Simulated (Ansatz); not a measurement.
Relaxed CdS (zinc blende):

```
CELL_PARAMETERS angstrom
      0.00000     2.96331     2.96331
      2.96331     0.00000     2.96331
      2.96331     2.96331     0.00000
ATOMIC_POSITIONS crystal
  S  0.75000 0.75000 0.75000
  Cd 0.00000 0.00000 0.00000
```

In this cell atom 1 (S, nearest neighbour Cd at 2.566 Å; its periodic images, 4.2 Å or more away, move with it) is moved by u·(0.707, 0.707, 0.000) + v·(0.000, 0.000, 1.000); the rest is frozen.

The numbers are results of PBE (plane waves to 420 eV, PAW, scalar-relativistic; Ansatz, a program for electronic structure), not measurements. k mesh 8×8×8 (Γ-centred), Fermi-Dirac smearing 0.05 eV. E stands for the smeared free energy. Points where atoms come too close for the PAW data are left out (x in tables, blank in figures). CdS was relaxed with its symmetry unable to fall. The zero of ΔE is the undisplaced structure. Axes are in Å.

```tsv
ΔE (meV/cell)	u = -0.640	u = -0.320	u = 0.000	u = 0.320	u = 0.640
v = -0.640	523	688	?	688	523
v = -0.320	431	?	212	?	431
v = 0.000	1174	238	0	238	1174
v = 0.320	x	861	212	861	x
v = 0.640	x	2103	?	2103	x
```

Question: Some entries are withheld; supply them.

Answer: 
- v = -0.640, u = 0.000: 769
- v = -0.320, u = -0.320: 242
- v = -0.320, u = 0.320: 242
- v = 0.640, u = 0.000: 769

(A displaced cell: forces are minus the slopes of the energy, force constants its curvatures, and phonons follow from these.)
